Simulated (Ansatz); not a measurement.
Given:

SnSe2:
Space group P-3m1 (No. 164); a = b = 3.8016 Å, c = 5.8898 Å, α = β = 90.00°, γ = 120.00°

| atom | site | symmetry | x | y | z |
|---|---|---|---|---|---|
| Sn | 1a | -3m. | 0.0000 | 0.0000 | 0.0000 |
| Se | 2d | 3m. | 0.3333 | 0.6667 | 0.2676 |

This is the LDA-relaxed structure.

Problem. All from LDA (plane waves, PAW; program Ansatz), unless another level is named. Predict the smallest direct gap on the standard path.

Solution. 0.67 eV.

Problem. Give the weight of the conduction-edge state by species (Voronoi cells).

Solution. Se 70 %, Sn 30 %.

Problem. And the weight of the valence-edge state by species (Voronoi cells)?

Solution. Se 91 %, Sn 9 %.

The LDA relaxation kept the symmetry of its start; of distortions, only those at the zone centre were tested. A crystal of weakly bound layers computed without a dispersion correction: the cell and the soft elastic constants depend strongly on that. Scalar-relativistic: spin–orbit coupling is off unless named, which matters more the heavier the elements.

Potentials: the later of the program's two PAW sets.
